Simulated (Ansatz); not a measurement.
The start is a generated cell, TiC built in the AFLOW prototype AB_tP2_123_a_d (L1_0, as in CuAu). The structure is fully relaxed (lattice and positions, P = 0) with r2SCAN (plane waves to 500 eV, PAW, scalar-relativistic; Ansatz, a quantum-chemistry and plane-wave program). The first steps use a coarse 9×9×7 k-mesh.

Starting cell:
```yaml
crystal:
  lattice:
    - [2.51742, 0.00000, 0.00000]
    - [0.00000, 2.51742, 0.00000]
    - [0.00000, 0.00000, 3.29962]
  atoms:
    - { symbol: C, position: [0.50000, 0.50000, 0.50000] }
    - { symbol: Ti, position: [0.00000, 0.00000, 0.00000] }
```

### Question
What pressure does the first self-consistent step give?

### Answer
-13 GPa (negative: the cell is under tension).

### Question
By how much does the energy per atom fall from start to end?

### Answer
0.18 eV/atom.

### Question
How does the volume change?

### Answer
-6.1 %, from 10.46 to 9.82 Å³/atom.

### Question
How do the shortest distances between atoms change?

### Answer
The closest pairs of elements (up to four, under 3.6 Å), start → end: C–Ti 2.43 → 2.35 Å; C–C 2.52 → 2.59 Å; Ti–Ti 2.52 → 2.59 Å.

### Question
What band gap does the relaxed structure have at this level?

### Answer
No gap (metallic).

### Question
Give the final cell and atomic positions.

### Answer

Space group P4/mmm (No. 123); a = 2.5876 Å, b = 2.5876 Å, c = 2.9341 Å, α = 90.00°, β = 90.00°, γ = 90.00°

| atom | site | symmetry | x | y | z |
|---|---|---|---|---|---|
| C | 1d | 4/mmm | 0.5000 | 0.5000 | 0.5000 |
| Ti | 1a | 4/mmm | 0.0000 | 0.0000 | 0.0000 |

The space group stays P4/mmm (No. 123) (the run could not lower it), with 2 atoms in the primitive cell. Final values are on a 18×18×16 k-mesh of the relaxed cell. No spin polarisation in the result.

The run could not lower the symmetry of its start; a shaken copy of this end point relaxes with r2SCAN to P6₃/mmc (No. 194), 1.07 eV/atom lower.

The relaxed structure here is a generated cell of TiC: the first start was made by placing the elements on the sites of a structure type, and the end was not matched to a known phase here, so it may be hypothetical. Known forms of TiC include space group No. 225.
